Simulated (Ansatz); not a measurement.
Input:

Ge2Mo:
```
Ge2Mo
1.0
    0.00000     4.37709     4.40817
    2.42047     0.00000     4.40817
    2.42047     4.37709     0.00000
Ge Mo
4 2
Direct
  0.66323   0.33677   0.66323
  0.33677   0.66323   0.33677
  0.58677   0.91323   0.58677
  0.91323   0.58677   0.91323
  0.00000   0.00000   0.00000
  0.25000   0.25000   0.25000
```

This is the PBE-relaxed structure.

Problem. All from DFT-PBE in the program Ansatz with PAW potentials, unless another level is named. Predict the electronic character.

Solution. metallic (no gap).

Problem. What about the density of states at the Fermi level?

Solution. 0.14 states/eV per atom (mean over ±0.08 eV).

Problem. Next, the formation energy from the elements (no fitted shifts)?

Solution. -0.046 eV/atom.

Space group Fddd. A made-up cell: these elements were put on the sites of a structure type; neither database checked (COD, Materials Project) lists it. COD files the formula under space group No. 62, so this cell is another polymorph or a model. Its standing as an ambient phase is unchecked. The PBE relaxation kept the symmetry of its start; whether a distortion lowers the energy is not shown. The run is not spin-polarised. The references are the lowest solids computed at this level, not always the standard phases. Scalar-relativistic: spin–orbit coupling is off unless named, which matters more the heavier the elements.

Potentials: the later of the program's two PAW sets.
